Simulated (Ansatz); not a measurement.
Computed with DFT PBE, scalar-relativistic, plane waves, PAW (Ansatz 0.2.0). All cells share a 420 eV cutoff and Γ-centred k meshes spaced about 0.3 Å⁻¹ or finer (0.25 for metals, 2π included). No spin polarisation.

Temperature and zero-point effects are left out.

Two relaxed structures of Bi₂TeO₄:

A.

```
CELL_PARAMETERS angstrom
-1.84540 1.84540 8.96779
1.84540 -1.84540 8.96779
1.84540 1.84540 -8.96779
ATOMIC_POSITIONS crystal
Bi 0.67491 0.67491 0.00000
Bi 0.32509 0.32509 0.00000
Te 0.00000 0.00000 0.00000
O 0.88484 0.88484 0.00000
O 0.11516 0.11516 0.00000
O 0.75000 0.25000 0.50000
O 0.25000 0.75000 0.50000
```

B.

```
CELL_PARAMETERS angstrom
-3.31866 3.31866 3.40757
3.31866 -3.31866 3.40757
3.31866 3.31866 -3.40757
ATOMIC_POSITIONS crystal
Bi 0.81872 0.31872 0.50000
Bi 0.31872 0.81872 0.50000
Te 0.68964 0.68964 0.00000
O 0.60167 0.60167 0.60340
O 0.99827 0.99827 0.39660
O 0.60167 0.99827 0.00000
O 0.99827 0.60167 0.00000
```

Question: Which would you expect to be lower, and how large is the difference?

Answer: A is lower, by 102 meV/atom. A has space group I4/mmm (No. 139), 17.5 Å³/atom and no gap on its mesh; B has space group I4mm (No. 107), 21.4 Å³/atom and no gap. Counting O atoms around Bi and Te (those within 1.25 times the shortest such distance or 1.15 times the sum of covalent radii, 1.27 where that leaves under three; a plus sign parts nearer from farther groups), A has Bi 4+4, Te 2 and B has Bi 4, Te 4. Both come from trial cells of a structure search, whose lowest cell (C2, 18.5 Å³/atom) lies 75 meV/atom below the lower of the two.

No dispersion correction is applied, so the spacing and binding between layers, chains or molecules are poorly described (I4/mmm), and this can change margins and order among such cells. Spin–orbit coupling, which can matter for Bi and Te, is left out. With atoms moved at random, A (by 6 meV/atom) fell into a lower structure. B had no clear such test and can be a saddle point. Some structure types and database cells were kept out of the candidates from the start, so a known form may be missing.
